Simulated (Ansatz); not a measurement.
MgS: a two-dimensional sheet

The cell was found from a structure generator's guess, not taken from experiment.

Level of theory: DFT PBE+D3(BJ), scalar-relativistic, plane waves, PAW in Ansatz. Plane waves to 420 eV, a k mesh through Γ of 6×6×1 on the computed 4-atom cell and Gaussian smearing (0.02 eV); no spin polarisation.

The sheet is periodic along a and b; c holds vacuum.

```xyz
4
Lattice="3.5578 0.0000 0.0000 0.0000 3.5578 0.0000 0.0000 0.0000 31.3600" Properties=species:S:1:pos:R:3 pbc="T T F"
Mg    0.0000    0.0000    7.8868
Mg    1.7789    1.7789   10.1132
S     1.7789    1.7789    7.5627
S     0.0000    0.0000   10.4373
```

Energies over the elements count from the elements' standard structures at the same level, with no fitted energy shifts.

For MgS, the layer group is p4/nmm (No. 64), the in-plane cell is a = 3.558 Å, b = 3.558 Å, γ = 90.0° and the area per atom is 3.16 Å². The thickness between the outermost nuclei is 2.87 Å. The formation energy is −1.299 eV/atom and the band gap over mesh and path is 3.42 eV. The löwdin character of the top 1 eV of the valence band is S 3p 96 %. The bader charges (e) is Mg1 1.66, Mg2 1.66, S3 -1.66, S4 -1.66.

Levels along Γ–X–M–Γ, in eV from a zero inside the gap, sorted by energy at each point. Points in fractions of the primitive reciprocal vectors: Γ (0.000 0.000 0.000), X (0.000 0.500 0.000), M (0.500 0.500 0.000).
```
point  k (1/Å, with 2π)  band 13  band 14  band 15  band 16  band 17  band 18  band 19
    Γ             0.000    -2.51    -2.51    -1.82    -1.82     1.93     2.69     3.49
    -             0.442    -3.46    -2.26    -2.22    -1.73     2.98     3.26     4.02
    X             0.883    -2.82    -2.82    -1.81    -1.81     3.27     3.27     5.04
    -             1.325    -3.43    -3.43    -2.65    -2.65     2.89     2.89     4.24
    M             1.766    -4.12    -4.12    -2.68    -2.68     1.71     1.71     3.75
    -             2.390    -4.20    -3.25    -3.20    -2.05     3.51     3.96     4.62
    Γ             3.015    -2.51    -2.51    -1.82    -1.82     1.93     2.69     3.49
```

The last run used a 6×6×1 mesh for its 4-atom cell and Gaussian smearing of 0.02 eV. Kohn–Sham gaps at this level usually fall short of measured ones.
